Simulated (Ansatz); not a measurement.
## Two states of Gd₂Co₂SiC

```
Gd Co Si C
1.0
    -1.97910    3.01920    4.44453
     3.95819    0.00000    0.00000
     1.97910    3.01920   -4.44453
Gd Co Si C
2 2 1 1
Direct
  0.30991 0.80991 0.69009
  0.69009 0.19009 0.30991
  0.79560 0.50000 0.79560
  0.20440 0.50000 0.20440
  0.00000 0.00000 0.00000
  0.50000 0.50000 0.50000
```

The numbers come from plane-wave PAW DFT (Ansatz): PBE, with U = 7.24 eV and J = 0.41 eV on Co d, U = 3.91 eV and J = 0.96 eV on Gd f (all-electron-ortho-atomic projectors), 420 eV, 5×5×5 Γ-centred k points, tetrahedron occupations. Nothing was relaxed.

State A: Gd1 up, Gd2 down, Co3 up, Co4 down (collinear spin). State B: Gd1 up, Gd2 up, Co3 up, Co4 up (collinear spin).

Task: Which state is lower, and how do they differ?

Result: State B is lower by 28.2 meV an atom at zero smearing.

```tsv
state	free energy (meV/atom)	largest moment in a small sphere (μB)	net moment (μB/cell)	gap on mesh (eV)	pressure (GPa)	largest force (eV/Å)
A	28.2	6.98	0.00	metal	8.7	1.26
B	0.0	7.11	18.93	metal	9.1	1.42
```

Origin: a known structure type with other elements, at an estimated volume, so it need not be a known compound. Caveats: empty levels are not fully converged; the state breaks the symmetry of the cell; the k mesh is coarse if the cell is a metal; forces and stress under tetrahedra may miss the slope of the energy.
